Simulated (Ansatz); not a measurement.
One element of this relaxed crystal is hidden as X:

```
cell (Å)
  0.000 3.855 3.856
  1.671 0.000 3.856
  1.671 3.855 0.000
  X 0.0000 0.0000 0.0000
  Br 0.5000 0.5000 0.5000
```

All-electron LAPW in Ansatz 0.2.0 under PBEsol, scalar-relativistic and without spin polarisation, finds it within 0.01 GPa of zero pressure, with a formation energy of 0.02 eV/atom from the elements, a gap of 1.43 eV. The structure needn't be the ground state.

Which element is X?

H, which makes the crystal HBr. Other candidates weren't computed, and some may come near.
